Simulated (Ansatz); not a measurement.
**Calculated with Ansatz: ZnPt3, settings compared**

Input:

```yaml
crystal:
  lattice:
    - [3.800342, 0.0, 0.0]
    - [0.0, 3.800342, 0.0]
    - [0.0, 0.0, 3.82068]
  atoms:
    - { symbol: Pt, position: [0.0, 0.5, 0.5] }
    - { symbol: Pt, position: [0.5, 0.0, 0.5] }
    - { symbol: Zn, position: [0.0, 0.0, 0.0] }
    - { symbol: Pt, position: [0.5, 0.5, 0.0] }
  symmetry: { tolerance: 0.0003 }
kpoints:
  mp_grid: { grid: [5, 5, 5], shift: [0, 0, 0] }
magnetization:
  spin_polarized: false
scf:
  occupations: { method: gaussian, width: 0.2231 }
hamiltonian:
  pseudopotentials: { kind: paw }
  xc: r2scan
basis:
  ecutwfc: 500
output:
  forces: true
  stress: true
  eigenvalues: true
  write_density: true
  write_potential: true
  elf: true
  volumetric_format: npy
```

Launch command:

```bash
ansatz run input.yaml --threads 1 --pin off --max-ram 2560MiB --backend cpu --events-out ev --progress --plain --runs-dir out
```

Origin of the cell: a known structure type with other elements, at an estimated volume, so it need not be a known compound.

Output of this run (shortened):

```
Pseudopotentials: kind: paw
Pseudopotential: Pt, paw, valence charge 18, recommended cutoff 500 eV (meta_gga), Pt.paw.azcp
Pseudopotential: Zn, paw, valence charge 12, recommended cutoff 500 eV (meta_gga), Zn.paw.azcp
Functional definition: r2SCAN
  exchange = r2scan_x(k0 = k0, k1 = k1, a1 = a1)
  correlation = r2scan_c
Crystal: 4 atoms, lattice volume = 55.181 Å³
Basis set: ecut = 500 eV, 1365 PW (Γ), exchange–correlation on 120×120×120 points (64 copies of the dense FFT grid, shifted against one another)
Bands: 40, of which v1, the nominal top of the filled ones, is band 33 counted from 1 (32 counted from 0)
Symmetry: 16 space group operations
Space group: P4/mmm (ITA 123), of the structure as read, at distance tolerance 1.1e-3 Å
[… 7 lines left out …]
Initial density: superposition of atomic densities (neutral atoms: chi_scale 0, normalization atom), corrected by the library's trained network
Functional: x = r2scan, c = r2scan; τ floored in thin density (d = 2e-4 eV/Å³)
SCF iter   1: F=—  HF=-40937.246511 eV  Δρ=1.63e-2  dr2=9.73e-2  dr2_τ=6.42e-2
SCF iter   2: F=—  HF=-40937.267141 eV  Δρ=6.32e-3  dr2=1.86e-2  dr2_τ=1.85e-3  defer=6
SCF iter   3: F=—  HF=-40937.267178 eV  Δρ=4.17e-3  dr2=4.55e-3  dr2_τ=3.13e-4  defer=6
SCF iter   4: F=—  HF=-40937.266722 eV  Δρ=1.20e-3  dr2=4.75e-4  dr2_τ=2.93e-5  defer=6
SCF iter   5: F=—  HF=-40937.266957 eV  Δρ=3.60e-4  dr2=7.45e-5  dr2_τ=2.12e-6  defer=6
SCF iter   6: F=—  HF=-40937.267003 eV  Δρ=8.01e-5  dr2=3.43e-6  dr2_τ=4.74e-7  defer=6
SCF iter   7: F=—  HF=-40937.267006 eV  Δρ=4.14e-5  dr2=6.14e-7  dr2_τ=4.40e-8  defer=6
SCF iter   8: F=-40937.267006 eV  HF=-40937.267006 eV  Δρ=1.17e-5  dr2=5.52e-8  dr2_τ=8.90e-9
SCF 1 converged in 8 iterations: F = -40937.267006 eV  dr2 = 5.52e-8
SCF converged after 8 iterations
Free energy (F): -40937.267006 eV
Harris-Foulkes:  -40937.267006 eV  (|F-HF|=2.01e-8)
Internal energy: -40937.181318 eV  (E = F + TS)
E sigma→0 (E₀):  -40937.224162 eV
Entropy (-TS):   -0.085688 eV (-21.422 meV/atom)
Fermi energy:    22.230426 eV
--- Per-component energies (eV) ---
  E_band       = -312.832885
  E_kinetic    = 2056.356066
  E_local      = -5694.428950  (includes V_loc(G=0)·N_el)
  E_nonlocal   = 1222.802514
  E_hartree    = 2206.695121
  E_xc         = -880.164463
  E_vxc        = -1075.034810  (∫ρ·V_xc dr)
  E_paw        = -30290.078299  (= ΣΔE_a)
  E_vpaw       = -1304.203246  (= ΣTr[D̂ρ^β])
  E_aug_tail   = 0.000405  (compensation charges beyond the density's cutoff)
  E_vtau       = 68.295395  (kinetic-family band-sum trace: ∫τ·v_τ [+ j·A + Jᵃ·Aᵃ] dr)
  E_ewald      = -9557.486611
  E_core_change = -0.877102  (= ΣΔE_core)
  E_smearing   = -0.085688  (= −TS)
  Σ components = -40937.267006   (vs F -40937.267006, Δ=0.00e0)
--- Forces (eV/Å), atoms counted from 1 ---
  atom   1  Pt     0.000000    -0.000000     0.000000
  atom   2  Pt     0.000000    -0.000000    -0.000000
  atom   3  Zn    -0.000000     0.000000     0.000000
  atom   4  Pt    -0.000000    -0.000000    -0.000000
  max |Σ_I F_I| component: 0.0 eV/Å
--- Stress (GPa, compression-positive) ---
       20.257798      -0.000000      -0.000000
       -0.000000      20.257798      -0.000000
       -0.000000      -0.000000      19.538673
  P = ⅓ Tr σ = 20.0181 GPa (200.181 kbar)
```

The same input was run again with these changes:

1. `scf.occupations.width` 0.2231 → 0.005; `scf.algorithm` default → direct_min; `scf.lower_state_search` default → light
2. `crystal.symmetry` { tolerance: 0.0003 } → { detect: false }
3. `basis.ecutwfc` 500 → "400 eV"; `scf.mixing.preconditioner` default → kerker_dos
4. `scf.initial_density.chi_scale` default → 0.1; `basis.xc_grid` default → 4

```
 run        end  SCF iterations  P (GPa)  max force component (eV/Å)  moment (μB)  ΔE(σ→0) (meV/atom)
base  converged               8    20.02                       0.000            –                   0
   1  converged               7    20.06                       0.000            –                4.00
   2  converged               9    20.02                       0.000            –                0.00
   3  converged               9    20.04                       0.000            –                3.81
   4  converged              11    20.02                       0.000            –                0.00
```

Energies are compared only where functional, datasets, charge and starting cell are the same.

Caveats of the base run: no moments, though an odd count or open d shells may carry them; no spin-orbit coupling, though heavy elements are present; the k mesh is coarse if the cell is a metal; wide smearing.

Run 3: the cutoff lies below the datasets' advice.

Time of the base run: 3.5 s on 1 thread of Intel(R) Xeon(R) 6975P-C (Granite Rapids), with other jobs on the host, peak memory 0.58 GiB, from the program's own first density.
